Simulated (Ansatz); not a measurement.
CoSi2 (fluorite type, space group Fm-3m): values from a third-order Birch-Murnaghan fit to a volume scan beside measured ones. Computed values: PBE (plane waves to 420 eV, PAW, scalar-relativistic; Ansatz, a first-principles code). CoSi2 is run without spin polarisation. CoSi2 was relaxed with its symmetry unable to fall. The PAW data are Ansatz's earlier set.

| quantity | reference | kind | PBE | difference |
|---|---|---|---|---|
| Lattice constant a (Å) | 5.365 | measured, room temperature or unstated | 5.360 | -0.1 % |

References as given in: Ganesh Hegde, R. Chris Bowen, Applied Physics Letters (2014), arXiv:1405.1317. Values not taken to low temperature hold thermal and zero-point shifts that a static calculation lacks, so small differences there are no errors of the method.

(Under strain, the slope of the energy per volume gives the stress and its curvature an elastic modulus.)
